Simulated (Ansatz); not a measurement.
Given:

ScAl3:
```
CELL_PARAMETERS angstrom
      4.10519     0.00000     0.00000
      0.00000     4.10519     0.00000
      0.00000     0.00000     4.10519
ATOMIC_POSITIONS crystal
  Sc 0.00000 0.00000 0.00000
  Al 0.50000 0.00000 0.50000
  Al 0.00000 0.50000 0.50000
  Al 0.50000 0.50000 0.00000
```

This is the PBE-relaxed structure.

Question: All from PBE in the plane-wave PAW code Ansatz, unless another level is named. Estimate the formation energy from the elements (no fitted shifts).

Answer: -0.45 eV/atom.

Question: Predict the density of states at the Fermi level.

Answer: 0.34 states/eV per atom (mean over ±0.08 eV).

Space group Pm-3m (Cu3Au type). The PBE relaxation kept the symmetry of its start. The run is not spin-polarised. The references are the lowest solids computed at this level, not always the standard phases.

Potentials: the later of the program's two PAW sets.
